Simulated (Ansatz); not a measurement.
Relaxed-ion elastic tensor of TiO2 in space group C2/m (No. 12; Pearson symbol mS24) in GPa (Voigt order), DFT-r²SCAN in the program Ansatz with PAW potentials; density 3.72 g/cm³, 11.90 Å³ per atom.

```
 305   155   138   0.0   0.9   0.0
 155   341   121   0.0  -8.1   0.0
 138   121   325   0.0   0.2   0.0
 0.0   0.0   0.0  59.5   0.0  -8.0
 0.9  -8.1   0.2   0.0  52.9   0.0
 0.0   0.0   0.0  -8.0   0.0  53.2
```

Question: Is the crystal mechanically stable?

Answer: Yes: the smallest eigenvalue of C is 47.7 GPa.

Question: Work out the Voigt, Reuss and Hill averages.

Answer: K_V = 200, K_R = 199, K_H = 200; G_V = 70.2, G_R = 64.5, G_H = 67.4 GPa.

Question: Give Young's modulus, Poisson's ratio, Pugh's ratio and the universal anisotropy index.

Answer: E = 9KG/(3K + G) = 182 GPa; ν = 0.35; K/G = 2.96 (ductile by the Pugh limit of 1.75); A_U = 5G_V/G_R + K_V/K_R − 6 = 0.44.

Question: Estimate the sound speeds and the Debye temperature.

Answer: v_l = √((K + 4G/3)/ρ) = 8830 m/s, v_t = √(G/ρ) = 4260 m/s, mean 4790 m/s; Θ = (h/k)(3n/4πV)^(1/3) v_m = 624 K.

Question: How much does each axis shrink under pressure?

Answer: Linear compressibilities β_i = Σ_j S_ij (j = 1 to 3): x 1.7, y 1.5, z 1.8 per TPa.

The first step of the workflow began from a Materials Project structure, measured or hypothetical; the Crystallography Open Database copy checked does not list it. It is not the phase usual at ambient conditions (space group No. 61, 136, 141). Symmetry was held in the r²SCAN relaxation; its stability against distortions is not shown here. The run is not spin-polarised.

Potentials: the earlier of the program's two PAW sets.
